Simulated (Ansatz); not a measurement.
# Data sheet: TiSi (DFT)

TiSi:
```xyz
2
Lattice="1.7882 -2.0460 0.0000 1.7882 2.0460 0.0000 0.0000 0.0000 3.7622" Properties=species:S:1:pos:R:3 pbc="T T T"
Ti     1.7882     0.0000     0.0000
Si     0.0000     0.0000     1.8811
```

Space group Cmmm (No. 65); conventional cell a = 3.576 Å, b = 4.092 Å, c = 3.762 Å, α = β = γ = 90.00°.

Method: DFT-LDA in the program Ansatz with PAW potentials. Geometry: relaxed at this level of theory. Other levels are named where they apply.

### Cell and energy

* **Volume per atom**: 13.76 Å³
* **Density**: 4.58 g/cm³
* **Formation energy from the elements (no fitted shifts)**: -0.62 eV/atom

### Electronic structure

- Electronic character = metallic (no gap)
- Density of states at the Fermi level = 0.48 states/eV per atom (mean over ±0.08 eV)

### Mechanics

Bulk modulus (Birch–Murnaghan fit): 1470 kbar
Pressure derivative B′: 4.3
Elastic constants (relaxed ions, GPa): C11 = 230, C22 = 169, C33 = 279, C12 = 118, C13 = 132, C23 = 110, C44 = 19.4, C55 = 169, C66 = 91.1
Mechanical stability: stable (all eigenvalues of C positive)
Hill bulk and shear moduli: 151 and 61.4 GPa
Young's modulus: 162 GPa
Poisson's ratio: 0.32
Debye temperature from the elastic constants: 509 K

### Phonons

Highest zone-centre frequency: 370 cm⁻¹
Zone-centre stability: no imaginary mode at Γ

The workflow started from a Materials Project entry (that database holds measured and hypothetical structures alike); the Crystallography Open Database copy checked does not list it. COD files the formula under space group No. 25, so this cell is another polymorph or a model. Its standing as an ambient phase is unchecked. Symmetry was held in the LDA relaxation. The run is not spin-polarised. As this level gives no gap, shear constants depend on the k-mesh and smearing (Fermi–Dirac, 0.1 eV here). As this level gives no gap, phonon frequencies hold no LO–TO term and depend on the k-mesh and smearing (Fermi–Dirac, 0.1 eV here). The references are the lowest solids computed at this level, not always the standard phases.

Potentials: the later of the program's two PAW sets.
